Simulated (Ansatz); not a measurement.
TiSe2:
```
TiSe2
1.0
    3.48229     0.00000     0.00000
   -1.74114     3.01575     0.00000
    0.00000     0.00000     5.86341
Se Ti
2 1
Direct
  0.33333   0.66667   0.26483
  0.66667   0.33333   0.73517
  0.00000   0.00000   0.00000
```

Relaxed with PBE+D3(BJ).

Question: Map the electron localisation function on the plane through (0.333, 0.667, 0.265) spanned by u = [0, 0, 1] and v = [1, -1, 0] in lattice vectors, from PBE+D3(BJ) in the plane-wave PAW code Ansatz.

Answer: x is the fraction of u, y of v (the angle between them is 90°; rows are the nearest grid lines); atoms in the plane: Se at (0.00, 0.00), Se at (0.47, 0.33), Ti at (0.74, 0.67).
```
|126999961000000000012367887411|
|136999851000000000012357887521|
|889999620000001111101136789888|
|999997410000011111000013689999|
|999875200000112211000011358999|
|655321000000112110256777522356|
|322100000000111101477567731123|
|111000000000111001574115741011|
|110000000000011002662004741001|
|111000000011232211577667630011|
|211000000134566531367776410112|
|211000001467888864234432101122|
|110000026899999998752100011111|
|100000147999988899875210111111|
|000000268999755678876421111100|
|000000379998411257877531100000|
|000000279998521368877531100000|
|110000158999755678876421111111|
|443210137999988888876422234444|
|888863112578888888753334678888|
|999986311246777776532235788889|
|889998620012344443322346888888|
|136999851000000000112357887521|
|126999961000000000012367887411|
```
Scale: ten equal steps from 0.006 (start of '0') to 0.854 (end of '9'), in the order '0123456789'; x runs from 0.000 to 1.00, y from 0.000 (bottom) to 1.00 (top).

The density is the valence pseudo-density with augmentation charge, so density and ELF within about 1 Å of a nucleus are not all-electron values.

Space group P-3m1 (CdI2 type). The cell was relaxed with PBE+D3(BJ) under the symmetry of its start; of distortions, only those at the zone centre were tested. The run is not spin-polarised.

Potentials: the later of the program's two PAW sets.
